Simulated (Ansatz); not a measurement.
# CrFeTeO6: ⁵⁷Fe Mössbauer parameters

Cell: a Materials Project structure (computed, not necessarily an observed phase).

```cif
data_CrFeTeO6
_symmetry_space_group_name_H-M 'P4_2nm'
_symmetry_Int_Tables_number 102
_cell_length_a 4.5763
_cell_length_b 4.5763
_cell_length_c 9.1264
_cell_angle_alpha 90.000
_cell_angle_beta 90.000
_cell_angle_gamma 90.000
loop_
_atom_site_label
_atom_site_type_symbol
_atom_site_symmetry_multiplicity
_atom_site_Wyckoff_symbol
_atom_site_fract_x
_atom_site_fract_y
_atom_site_fract_z
Cr Cr 2 a 0.5000 0.5000 0.1655
Fe Fe 2 a 0.5000 0.5000 0.8337
Te Te 2 a 0.5000 0.5000 0.4999
O7 O 4 c 0.1962 0.8038 0.4978
O11 O 4 c 0.1898 0.8102 0.1665
O15 O 4 c 0.8034 0.1966 0.8362
```

One atom of each set is listed.

The numbers come from a DFT calculation in Ansatz (PBE, plane waves and PAW, scalar-relativistic, collinear spin, 420 eV cutoff, Γ-centred 5×5×3 k-points, Fermi–Dirac smearing 0.02 eV). Start moments as typed (μB): 3 on each Cr, 5 on each Fe, none on the rest. The program fits them to the shells of the files, so those used differ somewhat.

Isomer shifts (against α-Fe) follow from the electron density at the nucleus, δ = α(ρ − ρ₀), with α = -0.366 mm s⁻¹ a₀³ and ρ₀ = 14904.00 a₀⁻³ from a line fitted to 10 measured compounds at this level of theory (rms miss 0.11 mm/s). ΔE_Q = ½eQV_zz(1 + η²/3)^½ with Q = 0.160 b for the 14.4 keV state. B_c is the Fermi-contact field along the atom's own moment; orbital and dipolar fields are not included.

Q: What would the ⁵⁷Fe spectrum's parameters be?

A: 

```
site  atoms    first shell  ρ − ρ₀ (a₀⁻³)  δ (mm/s)  ΔE_Q (mm/s)     η  |m| (μB)  B_c (T)
  Fe      2  6 O at 1.96 Å          -1.39      0.51         0.46  0.40      3.64    -32.8
```

The shift of Fe is typical of high-spin Fe(III).

At this cell the PBE pressure is 5 GPa, so with PBE the cell would grow if it were relaxed. The entry's cell may itself be off. The largest force is 1.5 eV/Å, so the atoms aren't at the calculated equilibrium and relaxing them would move these values. The moments were started parallel, and the run ended with some of them reversed. With these PAW files V_zz is typically within 2 to 3 % of all-electron values, but misses above 10 % occur on Fe. With a gap of 0.2 eV on this mesh, the gradients can still move by some per cent as the k-mesh gets denser. The magnetic order is the one that the run reached from its start moments, not necessarily the measured one. Semilocal functionals underestimate the core's spin polarisation, so contact fields of ionic iron come out too small in magnitude.
